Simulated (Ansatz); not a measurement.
Two states of MnSbS$_{2}$Br

```
CELL_PARAMETERS angstrom
-0.08717 3.89153 0.01492
6.33356 -2.08915 0.02335
0.11949 -0.04092 -9.69959
ATOMIC_POSITIONS crystal
Mn 0.98992 0.99827 0.50065
Sb 0.29531 0.57929 0.80779
Sb 0.72193 0.41663 0.19186
S 0.90948 0.83895 0.75640
S 0.09483 0.14904 0.24547
Br 0.38979 0.73827 0.42881
Br 0.62740 0.26408 0.57368
S 0.38119 0.71776 0.05215
S 0.63645 0.26939 0.94569
Mn 0.02325 0.99530 0.99911
```

Level: r2SCAN; 500 eV; 5×3×2 (shifted by 0, 0.5, 0 steps) mesh; fermi-dirac occupations (width 0.1 eV); Ansatz 0.2.0, fixed geometry.

State A: Mn1 up, Mn10 down (collinear spin). State B: Mn1 up, Mn10 up (collinear spin).

Question: Which state is lower, and how do they differ?

Answer: State A is lower by 3.9 meV an atom at zero smearing.

```csv
state,free energy (meV/atom),largest moment in a small sphere (μB),net moment (μB/cell),gap on mesh (eV),pressure (GPa),largest force (eV/Å)
A,0.0,4.36,0.00,1.15,-0.7,0.77
B,3.9,4.38,10.00,0.99,-0.6,0.75
```

Origin: a strained cell with displaced atoms, so it need not be a known compound. Caveats: an odd or shifted mesh can miss the band edges, so this level's true gap may be smaller; no spin-orbit coupling, which can shift this gap by tenths of an eV.
